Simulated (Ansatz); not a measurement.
Input:

Ge:
```cif
data_Ge16
_chemical_formula_sum 'Ge16'
_space_group_name_H-M_alt 'Ia-3'
_space_group_IT_number 206
_space_group_name_Hall '-I 2b 2c 3'
_cell_length_a 6.94077
_cell_length_b 6.94077
_cell_length_c 6.94077
_cell_angle_alpha 90.000
_cell_angle_beta 90.000
_cell_angle_gamma 90.000
loop_
_atom_site_label
_atom_site_type_symbol
_atom_site_symmetry_multiplicity
_atom_site_Wyckoff_symbol
_atom_site_fract_x
_atom_site_fract_y
_atom_site_fract_z
_atom_site_occupancy
Ge1 Ge 16 c 0.14804 0.14804 0.14804 1
```
(The calculation used a cell of 8 atoms; values per cell refer to that cell.)

This is the PBEsol-relaxed structure.

Question: All from DFT-PBEsol in the program Ansatz with PAW potentials, unless another level is named. Predict the Poisson's ratio.

Answer: 0.24.

Question: Give the elastic constants (relaxed ions, GPa).

Answer: C11 = 122, C12 = 35.9, C44 = 37.7.

Question: And the highest zone-centre frequency?

Answer: 249 cm⁻¹.

The workflow started from a Materials Project entry (that database holds measured and hypothetical structures alike); the Crystallography Open Database copy checked does not list it. It is not the phase usual at ambient conditions (space group No. 227). Symmetry was held in the PBEsol relaxation; its stability against distortions is not shown here. As this level gives no gap, shear constants depend on the k-mesh and smearing (Fermi–Dirac, 0.1 eV here). As this level gives no gap, phonon frequencies hold no LO–TO term and depend on the k-mesh and smearing (Fermi–Dirac, 0.1 eV here).

Potentials: the earlier of the program's two PAW sets. The files were generated under PBE; for other functionals the program regenerates the frozen cores, and for LDA and PBEsol the local potential too.
